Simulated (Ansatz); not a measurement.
Ba4Si23:
```cif
data_Ba8Si46
_chemical_formula_sum 'Si46 Ba8'
_space_group_name_H-M_alt 'I-43m'
_space_group_IT_number 217
_space_group_name_Hall 'I -4 2 3'
_cell_length_a 10.37007
_cell_length_b 10.37007
_cell_length_c 10.37007
_cell_angle_alpha 90.000
_cell_angle_beta 90.000
_cell_angle_gamma 90.000
loop_
_atom_site_label
_atom_site_type_symbol
_atom_site_symmetry_multiplicity
_atom_site_Wyckoff_symbol
_atom_site_fract_x
_atom_site_fract_y
_atom_site_fract_z
_atom_site_occupancy
Si1 Si 2 a 0.00000 0.00000 0.00000 1
Si2 Si 8 c 0.13264 0.13264 0.13264 1
Si3 Si 12 d 0.00000 0.25000 0.50000 1
Si4 Si 24 g 0.08084 0.08084 0.35770 1
Ba1 Ba 8 c 0.30757 0.30757 0.30757 1
```
(The calculation used a cell of 27 atoms; values per cell refer to that cell.)

Relaxed with PBE.

Task: Which orbitals make up the states near the Fermi level in plane-wave PAW PBE (Ansatz code)?

Result: Within 0.5 eV of the Fermi level: Si 3p 54 %, Si 3s 21 %, outside the projected shells 22 %. Projections are on Löwdin-orthogonalised atomic valence shells; empty p or d shells of many metals are not among them.

Task: Tabulate the density of states.

Result: States/eV per cell of 27 atoms, in 0.25 eV bins, energy from the Fermi level.

| E (eV) | total | Si 3p | Si 3s | Ba 6s |
|---|---|---|---|---|
| -7.85 | 8.48 | 3.90 | 4.42 | 0.01 |
| -7.60 | 5.91 | 2.77 | 3.03 | 0.01 |
| -7.35 | 3.33 | 1.58 | 1.68 | 0.01 |
| -7.10 | 5.61 | 2.95 | 2.52 | 0.03 |
| -6.85 | 6.26 | 3.51 | 2.55 | 0.04 |
| -6.60 | 7.92 | 4.62 | 3.03 | 0.03 |
| -6.35 | 5.63 | 3.25 | 2.20 | 0.02 |
| -6.10 | 3.08 | 1.78 | 1.20 | 0.01 |
| -5.85 | 11.21 | 7.63 | 3.15 | 0.13 |
| -5.60 | 11.60 | 8.06 | 3.06 | 0.07 |
| -5.35 | 4.42 | 3.48 | 0.73 | 0.07 |
| -5.10 | 8.99 | 7.90 | 0.71 | 0.09 |
| -4.85 | 13.41 | 11.61 | 1.25 | 0.12 |
| -4.60 | 11.15 | 9.82 | 0.87 | 0.07 |
| -4.35 | 10.75 | 9.60 | 0.73 | 0.05 |
| -4.10 | 15.02 | 13.78 | 0.68 | 0.05 |
| -3.85 | 15.32 | 13.80 | 0.92 | 0.05 |
| -3.60 | 15.72 | 14.11 | 0.96 | 0.08 |
| -3.35 | 14.93 | 13.56 | 0.81 | 0.06 |
| -3.10 | 19.22 | 17.57 | 0.94 | 0.06 |
| -2.85 | 17.85 | 16.58 | 0.65 | 0.05 |
| -2.60 | 16.09 | 15.03 | 0.53 | 0.05 |
| -2.35 | 16.53 | 15.63 | 0.41 | 0.02 |
| -2.10 | 6.76 | 6.48 | 0.09 | 0.00 |
| -1.85 | 0.00 | 0.00 | 0.00 | 0.00 |
| -1.60 | 0.00 | 0.00 | 0.00 | 0.00 |
| -1.35 | 0.00 | 0.00 | 0.00 | 0.00 |
| -1.10 | 0.14 | 0.07 | 0.04 | 0.01 |
| -0.85 | 2.15 | 1.11 | 0.54 | 0.15 |
| -0.60 | 6.60 | 3.71 | 1.33 | 0.28 |
| -0.35 | 9.55 | 5.22 | 2.04 | 0.40 |
| -0.10 | 15.56 | 7.97 | 3.53 | 0.50 |
| 0.15 | 21.59 | 11.63 | 4.51 | 0.34 |
| 0.40 | 23.42 | 12.92 | 4.49 | 0.33 |
| 0.65 | 20.28 | 11.06 | 3.68 | 0.37 |
| 0.90 | 18.13 | 9.65 | 2.97 | 0.29 |
| 1.15 | 19.89 | 10.55 | 3.10 | 0.26 |
| 1.40 | 15.69 | 7.98 | 2.66 | 0.25 |
| 1.65 | 14.95 | 7.36 | 2.04 | 0.32 |
| 1.90 | 17.95 | 8.59 | 2.18 | 0.37 |
| 2.15 | 18.76 | 8.70 | 2.09 | 0.42 |
| 2.40 | 19.01 | 8.57 | 2.08 | 0.40 |
| 2.65 | 16.89 | 7.30 | 1.66 | 0.37 |
| 2.90 | 16.05 | 6.22 | 1.40 | 0.39 |
| 3.15 | 18.05 | 6.61 | 1.46 | 0.46 |
| 3.40 | 17.60 | 6.53 | 1.38 | 0.38 |
| 3.65 | 17.21 | 5.78 | 1.15 | 0.32 |

The start of the workflow was typed in or built on a structure type; neither database checked (COD, Materials Project) lists it. Its standing as an ambient phase is unchecked. The PBE relaxation kept the symmetry of its start; whether a distortion lowers the energy is not shown. Spin–orbit coupling is left out wherever it is not named.

Potentials: the later of the program's two PAW sets.
